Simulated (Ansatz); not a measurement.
One stationary structure of ZnS. Space group F-43m (No. 216), zinc blende type. Method: r2SCAN (plane waves to 500 eV, PAW, scalar-relativistic; Ansatz, a program for electronic structure).

```xyz
2
Lattice="0.0000 2.6946 2.6946 2.6946 0.0000 2.6946 2.6946 2.6946 0.0000" Properties=species:S:1:pos:R:3 pbc="T T T"
S      4.0418     4.0418     4.0418
Zn     0.0000     0.0000     0.0000
```

Q: Estimate the band gap that r2SCAN returns for this input.

A: 2.70 eV, direct at Γ (no spin-orbit coupling).

No spin polarisation in the result.

Measured for ZnS: a 5.41 Å (room temperature; as listed in Martin Albrecht, Beate Paulus, Hermann Stoll, Phys. Rev. B (1997)); gap 3.94 eV (static lattice; corrected from measurement; as listed in Wei Chen et al., Physical Review Materials (2018)). Computed minus measured — a: r2SCAN -0.4 %; gap: r2SCAN -1.24 eV. The computed values are for a static lattice, and a measured gap can be an optical one, lowered by exciton binding.

The run could not lose the symmetry of its start; a randomly shaken copy of 2 atoms returns to this structure.

All atoms sit on sites fixed by symmetry, so only the cell could relax.
